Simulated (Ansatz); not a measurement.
Relaxed-ion elastic tensor of AlAu in space group P2_1/m (No. 11; Al on 2e, Al on 2e, Au on 2e, Au on 2e) in GPa (Voigt order), DFT-PBEsol in the program Ansatz with PAW potentials; density 11.00 g/cm³, 16.91 Å³ per atom.

```
  216    113   95.0    0.0  -14.4    0.0
  113    118    104    0.0  -11.9    0.0
 95.0    104    192    0.0    6.4    0.0
  0.0    0.0    0.0   53.8    0.0    0.3
-14.4  -11.9    6.4    0.0   40.9    0.0
  0.0    0.0    0.0    0.3    0.0   83.2
```

Task: Is the crystal mechanically stable?

Result: Yes: the smallest eigenvalue of C is 25.8 GPa.

Task: Work out the Voigt, Reuss and Hill averages.

Result: K_V = 128, K_R = 113, K_H = 121; G_V = 49.9, G_R = 34.4, G_H = 42.1 GPa.

Task: Give Young's modulus, Poisson's ratio, Pugh's ratio and the universal anisotropy index.

Result: E = 9KG/(3K + G) = 113 GPa; ν = 0.34; K/G = 2.86 (ductile by the Pugh limit of 1.75); A_U = 5G_V/G_R + K_V/K_R − 6 = 2.38.

Task: Estimate the sound speeds and the Debye temperature.

Result: v_l = √((K + 4G/3)/ρ) = 4010 m/s, v_t = √(G/ρ) = 1960 m/s, mean 2200 m/s; Θ = (h/k)(3n/4πV)^(1/3) v_m = 255 K.

Task: Solve the Christoffel equation for the three sound speeds along x, y, z.

Result: Eigenvalues of C_ijkl n_j n_l equal ρv². In km/s, slowest first: x 1.90, 2.75, 4.44; y 2.21, 2.75, 3.27; z 1.92, 2.21, 4.19.

Task: How much does each axis shrink under pressure?

Result: Linear compressibilities β_i = Σ_j S_ij (j = 1 to 3): x 0.49, y 7.5, z 0.83 per TPa.

The workflow started from a Materials Project entry (that database holds measured and hypothetical structures alike); the Crystallography Open Database copy checked does not list it. Whether it is the stable phase at ambient conditions was not checked. The PBEsol relaxation kept the symmetry of its start; whether a distortion lowers the energy is not shown. As this level gives no gap, shear constants depend on the k-mesh and smearing (Fermi–Dirac, 0.1 eV here). Spin–orbit coupling is left out wherever it is not named.

Potentials: the later of the program's two PAW sets.
